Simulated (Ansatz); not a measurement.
NiAs-type BiP

Computed with Ansatz (plane waves, PAW, 420 eV cutoff): PBE, scalar-relativistic, no spin polarisation, 10×10×6 k-mesh, Gaussian smearing of 0.05 eV; PAW files: Ansatz's generated set soft_2.

Space group P6_3/mmc (No. 194). a = 4.050 Å, b = 4.050 Å, c = 7.216 Å, α = 90.00°, β = 90.00°, γ = 120.00°
| atom | site | symmetry | x | y | z |
| --- | --- | --- | --- | --- | --- |
| Bi | 2a | -3m. | 0.0000 | 0.0000 | 0.0000 |
| P | 2c | -6m2 | 0.3333 | 0.6667 | 0.2500 |

The start was a prototype's sites filled with these elements, not a measured cell.

The cell above was scaled in volume, and shape and atoms were relaxed at each volume within its symmetry. Energies are counted from the cell above.

| V (Å³/atom) | ΔE (meV/atom) | P from the stress (GPa) |
| --- | --- | --- |
| 24.217 | 17.22 | 4.12 |
| 24.601 | 8.82 | 2.88 |
| 25.114 | 2.10 | 1.36 |
| 25.626 | 0.00 | -0.01 |
| 26.139 | 2.04 | -1.24 |
| 26.651 | 7.82 | -2.34 |
| 27.420 | 22.60 | -3.79 |
| 28.189 | 43.83 | -5.04 |

Q: Do the energies and the pressures agree? Compare −ΔE/ΔV between neighbouring points (1 meV/Å³ = 0.1602 GPa) with the mean of their pressures.

A: 
```
interval (Å³/atom)  −ΔE/ΔV (GPa)  mean P (GPa)
    24.22 to 24.60           3.5           3.5
    24.60 to 25.11           2.1           2.1
    25.11 to 25.63           0.7           0.7
    25.63 to 26.14          -0.6          -0.6
    26.14 to 26.65          -1.8          -1.8
    26.65 to 27.42          -3.1          -3.1
    27.42 to 28.19          -4.4          -4.4
```
They differ by 0.02 GPa at most.

Q: What do the two routes give for V0, B0 and B0′?

A: A third-order Birch–Murnaghan fit of the energies: V0 = 25.62 Å³/atom, B0 = 65 GPa, B0′ = 4.4. A polynomial of P in ln V, with B = −dP/d ln V at P = 0: V0 = 25.62 Å³/atom, B0 = 65 GPa, B0′ = 4.3.

B0·V0 = 64.8 GPa × 25.62 Å³ = 10.36 eV/atom sets the scale: near the minimum ΔE ≈ ½ B0 V0 x², with x = V/V0 − 1, and a pressure of 0.6 GPa squeezes the volume by about 1 %. At the ends of the curve: x = −5.5 % predicts 15.6 meV/atom and the run gives 17.2; x = +10.0 % predicts 52.0 meV/atom and the run gives 43.8. Compression costs more and expansion less than the parabola says, since the crystal stiffens as it shrinks; B0′ measures that.

No spin–orbit coupling, a notable omission for heavy elements. The run is a metal.
